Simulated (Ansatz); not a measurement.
Start of a relaxation of La5H3:

Space group P6/mmm (No. 191). a = 5.327 Å, b = 5.327 Å, c = 6.623 Å, α = 90.00°, β = 90.00°, γ = 120.00°
```
atom  site  symmetry       x       y       z
  La    4h       3m. 0.3333  0.6667  0.7559
  La    1a     6/mmm  0.0000  0.0000  0.0000
   H    3f       mmm  0.5000  0.0000  0.0000
```

The calculation used DFT PBE, scalar-relativistic, plane waves, PAW in Ansatz. Cutoff 420 eV, Gaussian smearing, Γ-centred meshes. Cell and atoms relax first on a coarse mesh and then on a finer one. In between, the cell is made exact in the group found at 0.06 Å. In metals the finer mesh still leaves noise of several meV/atom or more. The steps can't lower the symmetry of their start. No spin polarisation.

A guess keeps its type if space group and coordination stay and the shape of the cell changes little (axis ratios within about 15 %, angles within 6°); the volume may change.

Problem. Does it keep its structure type, or change into something else?

Solution. It keeps its type. The symmetry stays P6/mmm (No. 191). The volume per atom grows by 25.4 %, from 20.3 to 25.5 Å³. The shortest distance goes from 2.23 Å (La–H) to 2.50 Å (La–H). The ratio c/a of the conventional cell changes by a factor of 0.98. Counting neighbours within 15 % of an atom's shortest distance, the start has H 4, La 3/6 and the end H 4, La 3/6.

The last run used a 12×12×6 mesh (in the run's order of axes) for its 8-atom cell and Gaussian smearing of 0.10 eV. The cell is a metal run without spin; a magnetic state may lie lower. Symmetry constrained the relaxation, so the result can be a saddle point.

In counts of neighbours, a slash parts the counts of unlike sites.
